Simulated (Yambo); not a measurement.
Optical response of LaOF

```
CELL_PARAMETERS angstrom
      2.02113     1.16690     6.72590
     -2.02113     1.16690     6.72590
      0.00000    -2.33380     6.72590
ATOMIC_POSITIONS crystal
  O  0.62271 0.62271 0.62271
  O  0.37729 0.37729 0.37729
  F  0.87066 0.87066 0.87066
  F  0.12934 0.12934 0.12934
  La 0.74190 0.74190 0.74190
  La 0.25810 0.25810 0.25810
```

Yambo, RPA with local fields on PBEsol bands; 6×6×6 mesh, 79 bands, 3 Ry local-field block, 0.2 eV broadening; field along x.

```json
[
 {"E (eV)": "0.0", "Im ε": "0.00", "Re ε": "3.65", "Im ε, independent particles": "0.00"},
 {"E (eV)": "0.5", "Im ε": "0.01", "Re ε": "3.66", "Im ε, independent particles": "0.01"},
 {"E (eV)": "1.0", "Im ε": "0.02", "Re ε": "3.69", "Im ε, independent particles": "0.02"},
 {"E (eV)": "1.5", "Im ε": "0.02", "Re ε": "3.73", "Im ε, independent particles": "0.03"},
 {"E (eV)": "2.0", "Im ε": "0.03", "Re ε": "3.81", "Im ε, independent particles": "0.04"},
 {"E (eV)": "2.5", "Im ε": "0.05", "Re ε": "3.91", "Im ε, independent particles": "0.05"},
 {"E (eV)": "3.0", "Im ε": "0.07", "Re ε": "4.05", "Im ε, independent particles": "0.07"},
 {"E (eV)": "3.5", "Im ε": "0.10", "Re ε": "4.25", "Im ε, independent particles": "0.11"},
 {"E (eV)": "4.0", "Im ε": "0.15", "Re ε": "4.55", "Im ε, independent particles": "0.17"},
 {"E (eV)": "4.5", "Im ε": "0.29", "Re ε": "5.03", "Im ε, independent particles": "0.34"},
 {"E (eV)": "5.0", "Im ε": "0.87", "Re ε": "5.95", "Im ε, independent particles": "1.10"},
 {"E (eV)": "5.5", "Im ε": "2.79", "Re ε": "5.60", "Im ε, independent particles": "3.43"},
 {"E (eV)": "6.0", "Im ε": "2.72", "Re ε": "4.08", "Im ε, independent particles": "2.94"},
 {"E (eV)": "6.5", "Im ε": "2.52", "Re ε": "4.38", "Im ε, independent particles": "2.65"},
 {"E (eV)": "7.0", "Im ε": "2.99", "Re ε": "4.50", "Im ε, independent particles": "2.94"},
 {"E (eV)": "7.5", "Im ε": "3.50", "Re ε": "4.47", "Im ε, independent particles": "3.45"},
 {"E (eV)": "8.0", "Im ε": "3.88", "Re ε": "3.90", "Im ε, independent particles": "3.89"},
 {"E (eV)": "8.5", "Im ε": "5.00", "Re ε": "3.81", "Im ε, independent particles": "5.14"},
 {"E (eV)": "9.0", "Im ε": "5.40", "Re ε": "1.72", "Im ε, independent particles": "5.53"},
 {"E (eV)": "9.5", "Im ε": "4.42", "Re ε": "1.66", "Im ε, independent particles": "4.45"},
 {"E (eV)": "10.0", "Im ε": "5.19", "Re ε": "0.18", "Im ε, independent particles": "5.10"},
 {"E (eV)": "10.5", "Im ε": "4.25", "Re ε": "-0.45", "Im ε, independent particles": "4.34"},
 {"E (eV)": "11.0", "Im ε": "3.30", "Re ε": "-1.22", "Im ε, independent particles": "3.25"},
 {"E (eV)": "11.5", "Im ε": "1.83", "Re ε": "-1.24", "Im ε, independent particles": "1.83"},
 {"E (eV)": "12.0", "Im ε": "1.19", "Re ε": "-0.57", "Im ε, independent particles": "1.22"},
 {"E (eV)": "12.5", "Im ε": "1.02", "Re ε": "0.00", "Im ε, independent particles": "1.09"},
 {"E (eV)": "13.0", "Im ε": "1.07", "Re ε": "0.29", "Im ε, independent particles": "1.11"},
 {"E (eV)": "13.5", "Im ε": "1.07", "Re ε": "0.42", "Im ε, independent particles": "1.09"},
 {"E (eV)": "14.0", "Im ε": "1.08", "Re ε": "0.35", "Im ε, independent particles": "1.06"},
 {"E (eV)": "14.5", "Im ε": "0.80", "Re ε": "0.34", "Im ε, independent particles": "0.81"},
 {"E (eV)": "15.0", "Im ε": "0.62", "Re ε": "0.49", "Im ε, independent particles": "0.67"},
 {"E (eV)": "15.5", "Im ε": "0.51", "Re ε": "0.79", "Im ε, independent particles": "0.59"},
 {"E (eV)": "16.0", "Im ε": "0.68", "Re ε": "0.95", "Im ε, independent particles": "1.01"},
 {"E (eV)": "16.5", "Im ε": "0.65", "Re ε": "0.96", "Im ε, independent particles": "0.96"},
 {"E (eV)": "17.0", "Im ε": "0.57", "Re ε": "1.04", "Im ε, independent particles": "0.87"},
 {"E (eV)": "17.5", "Im ε": "0.61", "Re ε": "1.19", "Im ε, independent particles": "1.21"},
 {"E (eV)": "18.0", "Im ε": "0.69", "Re ε": "1.34", "Im ε, independent particles": "1.55"},
 {"E (eV)": "18.5", "Im ε": "0.89", "Re ε": "1.38", "Im ε, independent particles": "2.09"},
 {"E (eV)": "19.0", "Im ε": "0.92", "Re ε": "1.30", "Im ε, independent particles": "2.33"},
 {"E (eV)": "19.5", "Im ε": "0.98", "Re ε": "1.34", "Im ε, independent particles": "2.78"},
 {"E (eV)": "20.0", "Im ε": "1.03", "Re ε": "1.32", "Im ε, independent particles": "2.50"}
]
```

Structure narrower than a few tenths of an eV can come from the finite k mesh. Convergence of the RPA response with its 6×6×6 mesh was not tested. No excitonic effects at this level.

The 4f states are in the valence at their DFT position.

Geometry of the Materials Project entry, not relaxed at this level.
